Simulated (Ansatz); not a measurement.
Zone-centre modes in HgTe

Computed with DFT r2SCAN, scalar-relativistic, plane waves, PAW (Ansatz 0.2.0). Settings: plane waves to 500 eV, k-mesh 12×12×8 (Γ-centred), Gaussian smearing 0.15 eV. Spin–orbit coupling is left out, which can shift energies with elements as heavy as these. No spin polarisation.

Reference structure (relaxed at this level; this form isn't the usual structure):

```xyz
4
Lattice="2.9535 -3.3921 0.0000 2.9535 3.3921 0.0000 0.0000 0.0000 5.8547" Properties=species:S:1:pos:R:3 pbc="T T T"
Hg    2.9535    1.1972    4.3910
Hg    2.9535   -1.1972    1.4637
Te    2.9535   -1.8321    4.3910
Te    2.9535    1.8321    1.4637
```

Harmonic modes by finite displacements of 0.02 Å, without the LO–TO term.

Question: At this geometry, is the structure stable against these modes?

Answer: Yes: no mode is imaginary beyond 10 cm⁻¹, and only the three translations lie near zero.

Question: List the wavenumbers in cm⁻¹.

Answer: 0, 0, 0, 28, 32, 43, 53, 75, 86, 96, 119, 128.

Cost: 1 run of about 7.8 core-minutes, on AMD EPYC 9R45 (Zen 5) (shared hosts).